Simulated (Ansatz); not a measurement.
Guessed and relaxed cells of Na2C3

Recipe of this trial structure of Na2C3: random cell by space group and Wyckoff sites (R-3m, No. 166). Its size is a rough estimate.

start.xyz

```xyz
5
Lattice="2.0652 1.1923 6.2787 -2.0652 1.1923 6.2787 0.0000 -2.3846 6.2787" Properties=species:S:1:pos:R:3 pbc="T T T"
Na    0.0000    0.0000   17.0965
Na    0.0000    0.0000    1.7397
C     0.0000   -1.1923    3.1394
C     1.0326    0.5962    3.1394
C    -1.0326    0.5962    3.1394
```

Theory: Ansatz, DFT PBE, scalar-relativistic, plane waves, PAW. Cutoff 420 eV, Gaussian smearing, Γ-centred meshes. Cell and atoms relax first on a coarse mesh and then on a finer one. In between, the cell is made exact in the group found at 0.06 Å. In metals the finer mesh still leaves noise of several meV/atom or more. The steps can't lower the symmetry of their start. No spin polarisation in the relaxation; trial moments died out in a coarse test.

end.xyz

```xyz
5
Lattice="1.6268 0.9392 8.3535 -1.6268 0.9392 8.3535 0.0000 -1.8785 8.3535" Properties=species:S:1:pos:R:3 pbc="T T T"
Na    0.0000    0.0000   23.4554
Na    0.0000    0.0000    1.6052
C     0.0000   -0.9392    4.1768
C     0.8134    0.4696    4.1768
C    -0.8134    0.4696    4.1768
```

The symmetry stays R-3m (No. 166). The volume per atom shrinks by 17.4 %, from 18.6 to 15.3 Å³. The shortest distance goes from 1.84 Å (Na–C) to 1.63 Å (C–C). The ratio c/a of the conventional cell changes by a factor of 1.69. The energy falls by about 2.2 eV/atom (the start's value is from the coarse mesh).

```yaml
Volume_per_atom: 15.32 Å³
Density: 1.78 g/cm³
Energy_over_the_elements: +1.62 eV/atom
Gap_on_the_12×12×12_mesh_of_the_5-atom_cell: 0 eV (a metal)
```

Formation energies are uncorrected and refer to the elements' standard structures at the same level. The separate elements lie lower, so it is unstable against them.

The last run used Gaussian smearing of 0.10 eV. The reference form of C is held partly by dispersion forces, which this level lacks. Symmetry constrained the relaxation, so the result can be a saddle point. In all, the 3 runs took 5.4 min on 1 thread of Intel(R) Xeon(R) Processor @ 2.50GHz (Skylake/Cascade Lake), with other jobs on the host. Another cell of Na2C3 relaxed alike but with spin, in C2/m, lies 0.91 eV/atom lower, so this cell isn't the stable form at this level.
